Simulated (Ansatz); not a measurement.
BaAlSiH:
```
CELL_PARAMETERS angstrom
      4.31840     0.00000     0.00000
     -2.15920     3.73985     0.00000
      0.00000     0.00000     5.25584
ATOMIC_POSITIONS crystal
  Ba 0.00000 0.00000 0.00136
  Al 0.66667 0.33333 0.46337
  Si 0.33333 0.66667 0.54317
  H  0.66667 0.33333 0.13501
```

r²SCAN in the plane-wave PAW code Ansatz gives a gap of 0.96 eV without spin–orbit coupling, maximum on the H–A line, 94 % of the way from H, minimum off the standard path, at k = (0.000, -0.469, -0.107) in fractions of the reciprocal vectors.

Problem. What happens when spin–orbit coupling is switched on?

Solution. The gap decreases by 0.01 eV, to 0.95 eV; maximum on the H–A line, 94 % of the way from H, minimum off the standard path, at k = (0.000, -0.466, -0.109) in fractions of the reciprocal vectors.

Space group P3m1. The workflow started from a Materials Project entry (that database holds measured and hypothetical structures alike); the Crystallography Open Database copy checked does not list it. Whether it is the stable phase at ambient conditions was not checked. The r²SCAN relaxation kept the symmetry of its start; its stability against distortions is not shown here.

Potentials: the later of the program's two PAW sets.
